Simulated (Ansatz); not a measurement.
Method: DFT PBE, scalar-relativistic, plane waves, PAW in Ansatz 0.2.0. All cells share a 420 eV cutoff and Γ-centred k meshes spaced at most about 0.3 Å⁻¹ (about 0.25 or finer for metals, 2π included). No spin polarisation in the final relaxations.

All energies are static (0 K, no zero-point motion).

Two forms of Al3W were relaxed alike.

A.

```cif
data_structure
_symmetry_space_group_name_H-M 'Pm-3m'
_symmetry_Int_Tables_number 221
_cell_length_a 4.9647
_cell_length_b 4.9647
_cell_length_c 4.9647
_cell_angle_alpha 90.000
_cell_angle_beta 90.000
_cell_angle_gamma 90.000
_cell_volume 122.37
loop_
_atom_site_label
_atom_site_type_symbol
_atom_site_symmetry_multiplicity
_atom_site_Wyckoff_symbol
_atom_site_fract_x
_atom_site_fract_y
_atom_site_fract_z
_atom_site_occupancy
Al1 Al 3 d 0.00000 0.00000 0.50000 1
W1 W 1 a 0.00000 0.00000 0.00000 1
```

B.

```cif
data_structure
_symmetry_space_group_name_H-M 'Pm-3m'
_symmetry_Int_Tables_number 221
_cell_length_a 3.9419
_cell_length_b 3.9419
_cell_length_c 3.9419
_cell_angle_alpha 90.000
_cell_angle_beta 90.000
_cell_angle_gamma 90.000
_cell_volume 61.25
loop_
_atom_site_label
_atom_site_type_symbol
_atom_site_symmetry_multiplicity
_atom_site_Wyckoff_symbol
_atom_site_fract_x
_atom_site_fract_y
_atom_site_fract_z
_atom_site_occupancy
Al1 Al 3 d 0.50000 0.00000 0.00000 1
W1 W 1 b 0.50000 0.50000 0.50000 1
```

**Question.** Which would you expect to be lower, and how large is the difference?

**Answer.** B is lower, by 0.94 eV/atom. A has the ReO3 type, space group Pm-3m (No. 221), 30.6 Å³/atom and no gap on its mesh; B has the Cu3Au (L1_2) type, space group Pm-3m (No. 221), 15.3 Å³/atom and no gap. Counting all near atoms (those within 1.25 times the shortest distance at each site), A has Al 2, W 6 and B has Al 12, W 12. The denser one is the lower, and pressure would at first widen the difference. Even the lower one lies +0.07 eV/atom against the reference forms of the elements (uncorrected), so neither is stable at this level. In A, around Al lie 2 W at 2.48 Å; W has 6 Al at 2.48 Å. In B, Al has 4 W at 2.79 Å and 8 Al at 2.79 Å; W is surrounded by 12 Al at 2.79 Å. Both come from invented guesses. A third cell relaxed alike, in P4/mmm, lies 106 meV/atom below the lower of the two.

Spin–orbit coupling, which can matter for W, is left out. Cells relaxed within their symmetry can be saddle points.
